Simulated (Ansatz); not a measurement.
InSb (zinc blende)

```
InSb
1.0
    0.00000     3.31730     3.31730
    3.31730     0.00000     3.31730
    3.31730     3.31730     0.00000
Sb In
1 1
Direct
  0.75000   0.75000   0.75000
  0.00000   0.00000   0.00000
```

E(V) scan at fixed shape, V₀ the volume above. Symmetry pins the atoms to their sites.

Calculation: PBE (plane waves to 420 eV, PAW, scalar-relativistic; Ansatz, a program for electronic structure). k mesh 12×12×12 (Γ-centred), Fermi-Dirac smearing 0.05 eV. Energies are smeared free energies. At this level the bands of InSb touch or barely overlap; measurements give the solid a gap. InSb was relaxed with its symmetry unable to fall. Spin-orbit coupling is left out, though Sb is heavy. The zero of ΔE is the relaxed starting cell. The last digit holds for this mesh only.

| V (Å³/atom) | ΔE (meV/atom) |
|---|---|
| 34.315 | 17.1 |
| 34.863 | 9.4 |
| 35.410 | 4.1 |
| 35.958 | 1.0 |
| 36.505 | 0.0 |
| 37.053 | 0.9 |
| 37.600 | 3.5 |
| 38.148 | 7.7 |
| 38.696 | 13.3 |

### Question
What is the fitted pressure derivative B₀′?

### Answer
4.9.

### Question
What bulk modulus B₀ follows from a third-order Birch-Murnaghan fit?

### Answer
36.7 GPa.

(A scan under strain: stresses follow from slopes of the energy per volume, elastic moduli from its curvatures.)
